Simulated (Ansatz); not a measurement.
# Computed properties of AlNi

AlNi:
```cif
data_Al2Ni2
_chemical_formula_sum 'Al2 Ni2'
_space_group_name_H-M_alt 'P 1'
_space_group_IT_number 1
_cell_length_a 4.83289
_cell_length_b 4.83289
_cell_length_c 3.97245
_cell_angle_alpha 90.000
_cell_angle_beta 90.000
_cell_angle_gamma 148.298
loop_
_space_group_symop_operation_xyz
  'x, y, z'
loop_
_atom_site_label
_atom_site_type_symbol
_atom_site_fract_x
_atom_site_fract_y
_atom_site_fract_z
_atom_site_occupancy
Al1 Al 0.65604 0.34396 0.25000 1
Ni1 Ni 0.92182 0.07818 0.25000 1
Al2 Al 0.34396 0.65604 0.75000 1
Ni2 Ni 0.07818 0.92182 0.75000 1
```

Space group Cmcm (No. 63); conventional cell a = 2.640 Å, b = 9.298 Å, c = 3.972 Å, α = β = γ = 90.00°.

Method: r²SCAN in the plane-wave PAW code Ansatz. Structure relaxed to zero pressure with the same functional. Other levels are named where they apply.

Cell and energy:

```
Quantity                                                      Result
-----------------------------------------------------  -------------
Volume per atom                                             12.19 Å³
Density                                                   5.84 g/cm³
Formation energy from the elements (no fitted shifts)  -490 meV/atom
```

Electronic structure:

```
Quantity                                                                     Value
------------------------------------  --------------------------------------------
Electronic character                                             metallic (no gap)
Density of states at the Fermi level  0.42 states/eV per atom (mean over ±0.08 eV)
```

Magnetism:

```
Quantity                                           Value
--------------  ----------------------------------------
Magnetic order  non-magnetic (starting moments vanished)
```

Mechanics:

```
Quantity                              Value
----------------------------------  -------
Bulk modulus (Birch–Murnaghan fit)  162 GPa
Pressure derivative B′                  4.5
```

Charges:

```
Property                      Value
-------------  --------------------
Bader charges  Al +1.79, Ni -1.79 e
```

The start of the workflow was typed in or built on a structure type; neither database checked (COD, Materials Project) lists it. It is not the phase usual at ambient conditions (space group No. 221). The cell was relaxed with r²SCAN under the symmetry of its start; its stability against distortions is not shown here. The workflow began spin-polarised and lost its moments. Axis ratios of metals converge slowly with the k-mesh, so a and c are less sure than the volume. The references are the lowest solids computed at this level, not always the standard phases.

Potentials: the earlier of the program's two PAW sets.
